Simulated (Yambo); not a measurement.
G0W0@PBEsol for KF (rock salt, space group Fm-3m, No. 225) in Yambo (4×4×4 mesh, 14 Ry block, plasmon pole, screening fixed), without a terminator:

```
bands N in G  gap Γ → Γ (eV)  shift of the valence edge (eV)
------------  --------------  ------------------------------
46                     9.595                          -2.108
86                     9.763                          -2.368
140                    9.874                          -2.519
```

Problem. Extrapolate both columns to infinite N with E(N) = E∞ + A/N, test the form, and compare with the terminator.

Solution. From two points, E∞ = (N2 E2 − N1 E1)/(N2 − N1). The two largest N give 10.05 eV for the gap and -2.76 eV for the shift; the two smallest give 9.96 eV and -2.67 eV. For the gap the slopes A are -17 and -25 eV: the form isn't reached, and its limit is uncertain. For the shift the slopes A are 26 and 34 eV: the form isn't reached, and its limit is uncertain. With the Bruneval-Gonze terminator and 140 bands the run gives 10.02 eV and -2.71 eV, 0.03 eV and 0.05 eV from the extrapolated values: the terminator too is an estimate of the remainder. Block, mesh and the bands in W are held fixed.

Geometry relaxed with PBEsol; primitive cell a = b = c = 3.7490 Å, α = β = γ = 60.00°.

A shift is the quasiparticle energy of the state minus its PBEsol energy.
